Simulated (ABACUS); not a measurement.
# Variants of one calculation on CdTe (F-43m, 2 atoms in the cell; from Materials Project mp-406)

```yaml
crystal:
  lattice:
    - [0.00000, 3.28212, 3.28212]
    - [3.28212, 0.00000, 3.28212]
    - [3.28212, 3.28212, 0.00000]
  atoms:
    - { symbol: Cd, position: [0.00000, 0.00000, 0.00000] }
    - { symbol: Te, position: [0.25000, 0.25000, 0.25000] }
```

Base run A: ABACUS 3.10.1 with PBE, PseudoDojo 0.5 standard norm-conserving PBE (tails mended) pseudopotentials, self-consistent single point.

Its settings: KPT = Gamma 9 9 9 0 0 0; basis_type = pw; dft_functional = PBE; ecutwfc = 102 Ry; smearing_method = gaussian; smearing_sigma = 0.00367493 Ry; potentials = PseudoDojo 0.5 standard norm-conserving PBE (tails mended); symmetry = 1; symmetry_prec = 1e-05; ks_solver = dav_subspace; scf_nmax = 100; scf_thr = 1.0e-09 Ry; mixing_type = pulay; mixing_beta = 0.7.

Spin-orbit coupling is left out, which matters for bands and gaps with elements this heavy. The structure comes from a collection of computed structures, made at another level of theory; the collection holds predicted forms beside known ones.

ΔF is the free energy per atom less that of run A. A dash stands where there is no value to compare (another energy zero, no result, no clean gap). Absolute energies have different zeros for different potentials, functionals, Hubbard and dispersion terms and are not compared across them.

Runs:
- B: vdw_method: default → d3_bj; vdw_abc: default → 1 [PBE-D3(BJ) with three-body term]
- C: volume scaled by 1.04
- D: KPT: Gamma 9 9 9 0 0 0 → Gamma 7 7 7 0.5 0.5 0.5
- E: smearing_method: gaussian → fixed; smearing_sigma: 0.00367493 Ry → default
- F: ecutwfc: 102 Ry → 61.2 Ry
- G: KPT: Gamma 9 9 9 0 0 0 → Gamma 1 1 1 0 0 0
- H: pw_diag_ndim: default → 3
- I: scf_nmax: 100 → 200; mixing_beta: 0.7 → 0.6
- J: dft_functional: PBE → GGA_X_WC+GGA_C_PBE [Wu-Cohen GGA]
- K: scf_nmax: 100 → 200; mixing_type: pulay → plain; mixing_beta: 0.7 → 0.5

| run | ΔF (meV/atom) | pressure (GPa) | k-points | rough cost (cheapest run = 1) |
|---|---|---|---|---|
| A | 0.00 | 0.88 | 35 | 10 |
| B | – | -0.71 | 35 | 10 |
| C | -1.64 | -0.53 | 35 | 10 |
| D | -0.23 | 0.88 | 44 | 20 |
| E | 0.00 | 0.88 | 35 | 10 |
| F | 1191.0 | -29.73 | 35 | 7 |
| G | 5674.0 | 34.42 | 1 | 1 |
| H | 0.00 | 0.88 | 35 | 10 |
| I | 0.00 | 0.88 | 35 | 10 |
| J | – | -1.31 | 35 | 20 |
| K | 0.00 | 0.88 | 35 | 30 |

Run J against A: The pressure goes from 0.88 to -1.31 GPa.

Run F against A: The free energy rises by 1.19 eV/atom and the pressure goes from 0.88 to -29.73 GPa.

Run G against A: The free energy goes up by 5.67 eV/atom and the pressure goes from 0.88 to 34.42 GPa.

At a cut-down plane-wave cutoff the stress holds a Pulay term: a spurious tension from the incomplete basis, which lowers the pressure; energies, forces and gaps of such rows are unconverged too.

Some of these runs use potentials made for another functional than their own.

“Tails mended”: in these copies of the files the far tail of each local potential was reset to the Coulomb form.
